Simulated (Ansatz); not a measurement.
Space group Im-3m (No. 229). a = 6.230 Å, b = 6.230 Å, c = 6.230 Å, α = 90.00°, β = 90.00°, γ = 90.00°
| atom | site | symmetry | x | y | z |
| --- | --- | --- | --- | --- | --- |
| Hg | 8c | .-3m | 0.2500 | 0.2500 | 0.2500 |
| Pt | 2a | m-3m | 0.0000 | 0.0000 | 0.0000 |

Equation of state of this Hg₄Pt structure (not necessarily the ground state), with shape and atoms relaxed at each volume where symmetry leaves them free. It has no gap at any of these volumes. Method: DFT PBEsol, scalar-relativistic, plane waves, PAW (Ansatz 0.2.0).

Plane waves to 420 eV, a k mesh through Γ of 8×8×8 on the computed 5-atom cell and Gaussian smearing (0.10 eV); no spin polarisation.

```tsv
V (Å³/atom)	E − E(largest V) (meV/atom)	P (GPa)
21.277	67.57	15.06
22.002	11.05	10.08
22.728	-25.06	6.01
23.453	-44.44	2.67
24.179	-50.16	-0.05
24.904	-44.76	-2.26
25.629	-30.33	-4.05
26.596	0.00	-5.90
```

Task: Fit a third-order Birch–Murnaghan equation to E(V).

Result: V0 = 24.17 Å³/atom, B0 = 82 GPa, B0' = 5.8.

Spin-orbit coupling is left out, which matters for the bands of heavy elements.

Cost: 8 runs of about 2 core-minutes in all, on Arm Neoverse V1 (shared hosts).